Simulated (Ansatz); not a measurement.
Au (diamond, Fd-3m) at seven volumes, plane-wave PAW PBEsol (Ansatz code), scaled uniformly. One row is withheld.

```json
[
 {"V (Å³/atom)": "24.898", "P (GPa)": "8.42"},
 {"V (Å³/atom)": "25.719", "P (GPa)": "5.02"},
 {"V (Å³/atom)": "26.540", "P (GPa)": "2.26"},
 {"V (Å³/atom)": "27.360", "P (GPa)": "0.00"},
 {"V (Å³/atom)": "28.181", "P (GPa)": "?"},
 {"V (Å³/atom)": "29.002", "P (GPa)": "-3.37"},
 {"V (Å³/atom)": "29.823", "P (GPa)": "-4.60"}
]
```

Fit the shown pressures and predict the withheld one.

Third-order Birch–Murnaghan: P = (3/2)B₀(x^(7/2) − x^(5/2))[1 + (3/4)(B′ − 4)(x − 1)] with x = (V₀/V)^(2/3). Least squares on the six rows gives V₀ = 27.358 Å³/atom, B₀ = 68.25 GPa, B′ = 5.72. At V = 28.181, x = 0.9804 and P = -1.86 GPa. The run itself gave -1.85 GPa.

The start of the workflow was typed in or built on a structure type; neither database checked (COD, Materials Project) lists it. It is not the phase usual at ambient conditions (space group No. 225). Symmetry was held in the PBEsol relaxation. At this level the phase is mechanically unstable. Scalar-relativistic: spin–orbit coupling is off unless named, which matters more the heavier the elements.

Potentials: the earlier of the program's two PAW sets. The files were generated under PBE; for other functionals the program regenerates the frozen cores, and for LDA and PBEsol the local potential too.
